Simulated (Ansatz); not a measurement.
Method: Ansatz 0.2.0, DFT PBEsol, scalar-relativistic, plane waves, PAW.

Structure of WSe$_{2}$:

```xyz
12
Lattice="3.2709 0.0000 0.0000 -1.6354 2.8327 0.0000 0.0000 0.0000 35.7728" Properties=species:S:1:pos:R:3 pbc="T T T"
W     1.6354    0.9442   32.4667
W     1.6354    0.9442    9.9142
W     0.0000    1.8884   25.8586
W     0.0000    1.8884    3.3062
Se    0.0000    1.8884   34.1410
Se    0.0000    1.8884   11.5864
Se    1.6354    0.9442   27.5332
Se    1.6354    0.9442    4.9805
Se    0.0000    1.8884   30.7923
Se    0.0000    1.8884    8.2396
Se    1.6354    0.9442   24.1864
Se    1.6354    0.9442    1.6319
```

Settings: cutoff 420 eV, Γ-centred mesh 12×12×1 on the computed 12-atom cell, Gaussian smearing of 0.02 eV; no spin polarisation.

Levels along Γ–M–K–Γ–A–L–H–A | L–M | H–K, in eV from a zero inside the gap, sorted by energy at each point. Points in fractions of the primitive reciprocal vectors: Γ (0.000 0.000 0.000), M (0.500 0.000 0.000), K (0.333 0.333 0.000), A (0.000 0.000 0.500), L (0.500 0.000 0.500), H (0.333 0.333 0.500).
```tsv
point	k (1/Å, with 2π)	band 89	band 90	band 91	band 92	band 93	band 94	band 95
Γ	0.000	-1.47	-1.04	-0.74	-0.58	2.27	2.27	2.28
-	0.222	-1.44	-1.08	-0.88	-0.78	1.83	1.88	1.93
-	0.444	-1.58	-1.46	-1.40	-1.38	1.03	1.19	1.41
-	0.665	-2.02	-1.97	-1.92	-1.89	1.00	1.18	1.42
-	0.887	-1.79	-1.74	-1.69	-1.65	1.53	1.64	1.64
M	1.109	-1.69	-1.64	-1.58	-1.53	1.76	1.77	1.78
-	1.237	-1.47	-1.41	-1.34	-1.30	1.71	1.73	1.75
-	1.365	-1.32	-1.25	-1.17	-1.12	1.56	1.60	1.65
-	1.493	-1.17	-1.10	-1.02	-0.97	1.35	1.37	1.40
-	1.621	-0.97	-0.92	-0.84	-0.79	1.08	1.09	1.09
K	1.749	-0.86	-0.81	-0.74	-0.68	0.94	0.94	0.94
-	2.006	-1.23	-1.19	-1.13	-1.10	1.13	1.25	1.38
-	2.262	-1.50	-1.49	-1.47	-1.46	0.61	0.82	1.09
-	2.518	-1.59	-1.51	-1.48	-1.47	0.79	0.97	1.21
-	2.774	-1.44	-1.10	-0.93	-0.84	1.68	1.74	1.82
Γ	3.030	-1.47	-1.04	-0.74	-0.58	2.27	2.27	2.28
-	3.048	-1.47	-1.04	-0.74	-0.58	2.27	2.27	2.28
-	3.065	-1.47	-1.04	-0.74	-0.58	2.27	2.27	2.28
-	3.083	-1.47	-1.04	-0.74	-0.58	2.27	2.27	2.28
-	3.100	-1.47	-1.04	-0.74	-0.58	2.27	2.27	2.28
A	3.118	-1.47	-1.04	-0.74	-0.58	2.27	2.27	2.28
-	3.340	-1.44	-1.08	-0.88	-0.78	1.83	1.88	1.93
-	3.562	-1.58	-1.46	-1.40	-1.38	1.03	1.19	1.41
-	3.783	-2.02	-1.97	-1.92	-1.89	1.00	1.18	1.42
-	4.005	-1.79	-1.74	-1.69	-1.65	1.53	1.64	1.64
L	4.227	-1.69	-1.64	-1.58	-1.53	1.76	1.77	1.78
-	4.355	-1.47	-1.41	-1.34	-1.30	1.71	1.73	1.75
-	4.483	-1.32	-1.25	-1.17	-1.12	1.56	1.60	1.65
-	4.611	-1.17	-1.10	-1.02	-0.97	1.35	1.37	1.40
-	4.739	-0.97	-0.92	-0.84	-0.79	1.08	1.09	1.09
H	4.867	-0.86	-0.81	-0.74	-0.68	0.94	0.94	0.94
-	5.123	-1.23	-1.19	-1.13	-1.10	1.13	1.25	1.38
-	5.380	-1.50	-1.49	-1.47	-1.46	0.61	0.82	1.09
-	5.636	-1.59	-1.51	-1.48	-1.47	0.79	0.97	1.21
-	5.892	-1.44	-1.10	-0.93	-0.84	1.68	1.74	1.82
A	6.148	-1.47	-1.04	-0.74	-0.58	2.27	2.27	2.28
L	6.148	-1.69	-1.64	-1.58	-1.53	1.76	1.77	1.78
-	6.165	-1.69	-1.64	-1.58	-1.53	1.76	1.77	1.78
-	6.183	-1.69	-1.64	-1.58	-1.53	1.76	1.77	1.78
-	6.200	-1.69	-1.64	-1.58	-1.53	1.76	1.77	1.78
-	6.218	-1.69	-1.64	-1.58	-1.53	1.76	1.77	1.78
M	6.236	-1.69	-1.64	-1.58	-1.53	1.76	1.77	1.78
H	6.236	-0.86	-0.81	-0.74	-0.68	0.94	0.94	0.94
-	6.253	-0.86	-0.81	-0.74	-0.68	0.94	0.94	0.94
-	6.271	-0.86	-0.81	-0.74	-0.68	0.94	0.94	0.94
-	6.288	-0.86	-0.81	-0.74	-0.68	0.94	0.94	0.94
-	6.306	-0.86	-0.81	-0.74	-0.68	0.94	0.94	0.94
K	6.324	-0.86	-0.81	-0.74	-0.68	0.94	0.94	0.94
```

Spin-orbit coupling is left out, which matters for the bands of heavy elements. The cell holds layers, and where no dispersion correction was added their binding is poorly described.

This form isn't the usual stable structure of the compound.

Cost: 1 run of about 4.7 core-minutes, on Oxide Virtual Turin-like Processor (Zen 5) (shared hosts).